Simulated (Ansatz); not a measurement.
## CaMo$_{3}$Pd: reading a single point

```
Ca Pd Mo
1.0
     0.00000    4.32118    0.00000
     4.32118    0.00000    0.00000
     2.16059    2.16059   -5.06543
Ca Pd Mo
1 1 3
Direct
  0.00000 0.00000 0.00000
  0.64200 0.64200 0.71600
  0.74500 0.24500 0.51000
  0.24500 0.74500 0.51000
  0.40900 0.40900 0.18200
```

The numbers come from plane-wave PAW DFT (Ansatz): PBE, no spin polarisation, 420 eV, 9×9×9 Γ-centred k points, fermi-dirac occupations (width 0.1 eV). Nothing was relaxed.

Task: What is the formation energy?

Result: 0.65 eV an atom against the elements' usual phases (free molecules for gases, crystals otherwise, with no correction for O₂ or N₂), so at this geometry it isn't bound against them. Relaxing would lower it.

Task: Is there a gap?

Result: It is a metal, with about 4.1 states/eV a cell as the mean within 0.25 eV of the Fermi level, mostly Mo d (75 %).

Task: What do density and ELF say about some of the short contacts?

Result: Pd–Mo at 2.36 Å: least valence density 0.69 e/Å³ and ELF 0.27 there. Mo–Mo at 2.73 Å: least valence density 0.42 e/Å³ and ELF 0.40 there. Ca–Mo at 3.19 Å: least valence density 0.11 e/Å³ and ELF 0.08 there. Both are smooth PAW fields, read partly inside the augmentation spheres.

Task: Give the Bader charges.

Result: Bader charges in e: Ca +1.28, Mo -0.20 to +0.16, Pd -1.39. In the mean Ca gives up most and Pd takes most.

Origin: a known structure type with other elements, at an estimated volume, so it need not be a known compound. Caveats: atoms or cell far from equilibrium.
